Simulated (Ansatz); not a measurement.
Au (fcc, Cu type)

```yaml
crystal:
  lattice:
    - [0.00000, 2.07863, 2.07863]
    - [2.07863, 0.00000, 2.07863]
    - [2.07863, 2.07863, 0.00000]
  atoms:
    - { symbol: Au, position: [0.00000, 0.00000, 0.00000] }
```

The volume is varied about the relaxed value V₀ at fixed cell shape. Symmetry pins the atoms to their sites.

Computed with PBE (plane waves to 420 eV, PAW, scalar-relativistic; Ansatz, an electronic-structure program). k mesh 19×19×19 (Γ-centred), Fermi-Dirac smearing 0.05 eV. E stands for the smeared free energy. Compression counts positive. Au was relaxed with its symmetry unable to fall. Spin-orbit coupling is left out, though Au is heavy. The PAW data are Ansatz's earlier set. ΔE is measured from the relaxed starting cell. The last digit holds for this mesh only.

```
V (Å³/atom)  ΔE (meV/atom)
-----------  -------------
16.166                99.0
16.615            withheld
17.064                21.8
17.513                 5.1
17.962                 0.0
18.411                 4.6
18.860                17.3
19.309                36.9
19.758                62.3
```

Fit a third-order Birch-Murnaghan form (E₀, V₀, B₀, B₀′ free) to the given rows and predict ΔE at V = 16.615.

Least squares on the 8 given rows: ΔE = E₀ + (9V₀B₀/16)·y²·[2 + (B₀′ − 4)y], y = (V₀/V)^(2/3) − 1, with V₀ = 17.962 Å³/atom, B₀ = 138.6 GPa (160.2 GPa = 1 eV/Å³; the term in eV is multiplied by 1000), B₀′ = 5.94, E₀ = -0.03 meV/atom; root-mean-square residual 0.03 meV/atom. At 16.615 the fit gives 52.3 meV/atom; the calculation gives 52.2 meV/atom, so the interpolation is off by 0.1 (+0.2 %). For the pressure the fit gives 13.6 GPa against the computed 13.6 GPa.

(A scan under strain: stresses follow from slopes of the energy per volume, elastic moduli from its curvatures.)
